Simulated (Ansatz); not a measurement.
Property card for Ni

Ni:
```
CELL_PARAMETERS angstrom
     -1.38288     1.38288     1.38288
      1.38288    -1.38288     1.38288
      1.38288     1.38288    -1.38288
ATOMIC_POSITIONS crystal
  Ni 0.00000 0.00000 0.00000
```
The run is spin-polarised; directions of the spins, atom by atom: ↑.

Space group Im-3m (No. 229), bcc (W type); conventional cell a = 2.766 Å, b = 2.766 Å, c = 2.766 Å, α = 90.00°, β = 90.00°, γ = 90.00°.

Method: the program Ansatz at the r²SCAN level (PAW). Geometry: relaxed at this level of theory. Other levels are named where they apply.

### Cell and energy

```
Quantity              Value
---------------  ----------
Volume per atom    10.58 Å³
Density          9.21 g/cm³
```

### Electronic structure

```
Property                                                                    Value
------------------------------------  -------------------------------------------
Electronic character                                            metallic (no gap)
Density of states at the Fermi level  1.1 states/eV per atom (mean over ±0.08 eV)
```

### Magnetism

```
Item                       Value
--------------  ----------------
Magnetic order     ferromagnetic
Net moment      0.63 μB per atom
```

### Mechanics

```
Item                                                                    Value
-------------------------------------  --------------------------------------
Bulk modulus (Birch–Murnaghan fit)                                    214 GPa
Pressure derivative B′                                                    5.0
Elastic constants (relaxed ions, GPa)         C11 = 140, C12 = 253, C44 = 172
Mechanical stability                   unstable (C has a negative eigenvalue)
```

A made-up cell: these elements were put on the sites of a structure type; the Crystallography Open Database copy checked does not list it. It is not the phase usual at ambient conditions (space group No. 225). Symmetry was held in the r²SCAN relaxation. Spin order of the final state: ferromagnetic, chosen from 3 collinear starts compared on coarse meshes (ties went to the first, and starts can fall back to one state), not a proven ground state. Other orbital occupations within this spin state were not tried. For itinerant 3d metals, meta-GGAs of the SCAN family and hybrids are commonly reported to give too large moments. As this level gives no gap, shear constants depend on the k-mesh and smearing (Fermi–Dirac, 0.1 eV here).

Potentials: the later of the program's two PAW sets.
